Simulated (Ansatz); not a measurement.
**SiO$_{2}$: pressure against volume**

SiO$_{2}$, Ia-3, a = 8.386 Å. This isn't the usual stable structure of the compound. Ansatz: LDA, PAW, 420 eV, Γ-centred 4×4×4 mesh on 24 atoms, Gaussian smearing 0.02 eV; no spin polarisation. Shape and atoms are relaxed at each volume; pressure is positive in compression.

```
V (Å³/atom) P (GPa)
     10.813        ?
     11.182     4.65
     11.551     2.90
     11.919     1.36
     12.288    -0.02
     12.657    -1.36
     13.025    -2.63
     13.517    -4.38
```

Task: Take V0 = 12.288 Å³/atom, count pressures from its P0 = -0.02 GPa, fit the third-order Birch–Murnaghan form to the other rows, and predict the missing pressure.

Result: With the Eulerian strain f = ½[(V0/V)^(2/3) − 1] and y = (P − P0)/[3f(1 + 2f)^(5/2)], the form is the line y = B0 + 1.5 B0 (B0′ − 4) f. Rows (f, y): 0.03245, 41.0; 0.02105, 41.7; 0.01027, 42.6; -0.00977, 48.0; -0.01904, 50.4; -0.03079, 55.3. Means f = 0.0006950, y = 46.500; Σ(Δf)² = 0.003005, ΣΔfΔy = -0.6794; the slope is their ratio. y = 46.66 − 226.1 f GPa, so B0 = 46.7 GPa and B0′ = 4 + 2 × (-226.1)/(3 × 46.66) = 0.77. At V = 10.813, f = 0.04449, y = 36.60 and P = 6.03 GPa. The run gave 6.70 GPa, so the fit is 0.67 GPa too low, 6 % of the span of the series, against an rms of 0.10 GPa on the fitted rows. The row lies outside the fitted range. The points of y bend away from a line: a fourth-order term fitted to them gives P = 6.80 GPa at this row's volume (the line 6.03, the run 6.70). A B0′ outside 2 to 8 is unusual except in layered or molecular crystals, and here it hangs on few rows.

Cost: 8 runs of about 19 core-minutes in all, on Intel Xeon Processor @ 2.50GHz (Skylake/Cascade Lake) (shared hosts).